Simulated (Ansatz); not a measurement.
**A trial form of SnGe₅**

Level of theory: DFT PBE, scalar-relativistic, plane waves, PAW (Ansatz 0.2.0). Cutoff 420 eV, Gaussian smearing, Γ-centred meshes. Cell and atoms relax first on a coarse mesh and then on a finer one. In between, the cell is made exact in the group found at 0.06 Å. In metals the finer mesh still leaves noise of several meV/atom or more. The steps can't lower the symmetry of their start. No spin polarisation.

The cell of SnGe₅ is invented: random cell by space group and Wyckoff sites (P-62m, No. 189). The dimensions are guesses.

```cif
data_structure
_symmetry_space_group_name_H-M 'P-62m'
_symmetry_Int_Tables_number 189
_cell_length_a 6.2021
_cell_length_b 6.2021
_cell_length_c 4.2129
_cell_angle_alpha 90.000
_cell_angle_beta 90.000
_cell_angle_gamma 120.000
_cell_volume 140.35
loop_
_atom_site_label
_atom_site_type_symbol
_atom_site_symmetry_multiplicity
_atom_site_Wyckoff_symbol
_atom_site_fract_x
_atom_site_fract_y
_atom_site_fract_z
_atom_site_occupancy
Sn1 Sn 1 a 0.00000 0.00000 0.00000 1
Ge1 Ge 3 f 0.55181 0.00000 0.00000 1
Ge2 Ge 2 c 0.33333 0.66667 0.00000 1
```

The zero of energy is the elements' standard structures at the same level; no fitted shifts are applied. The references include grey tin.

Q: Where does the relaxation end?

A: The symmetry stays P-62m (No. 189). The volume per atom grows by 9.6 %, from 23.4 to 25.6 Å³. The shortest distance goes from 1.82 Å (Ge–Ge) to 2.56 Å (Ge–Ge). The ratio c/a of the conventional cell changes by a factor of 0.53. The energy falls by about 3.7 eV/atom (the start's value is from the coarse mesh). Conventional cell: a = 7.899 Å, c = 2.846 Å. Sn has 3 Ge at 2.79 Å and 2 Sn at 2.85 Å; Ge on a site of symmetry m2m is surrounded by 2 Ge at 2.56 Å, 1 Sn at 2.79 Å and 2 Ge at 2.85 Å; Ge on a site of symmetry -6 is surrounded by 3 Ge at 2.56 Å and 2 Ge at 2.85 Å.

```
Sn Ge
1.0
     7.89896    0.00000    0.00000
    -3.94948    6.84070    0.00000
     0.00000    0.00000    2.84623
Sn Ge
1 5
Direct
  0.00000 0.00000 0.00000
  0.64691 0.00000 0.00000
  0.00000 0.64691 0.00000
  0.35309 0.35309 0.00000
  0.33333 0.66667 0.00000
  0.66667 0.33333 0.00000
```

Q: Give its energy and gap.

A: The formation energy is +0.29 eV/atom. The gap on the 6×6×14 mesh of the 6-atom cell is 0 eV (a metal).

It can't be a ground state, since the elements alone are lower.

The last run used Gaussian smearing of 0.10 eV. Symmetry constrained the relaxation, so the result can be a saddle point. In all, the 4 runs took 6.5 min on 1 thread of Intel(R) Xeon(R) Platinum 8259CL CPU @ 2.50GHz (Skylake/Cascade Lake), with other jobs on the host.
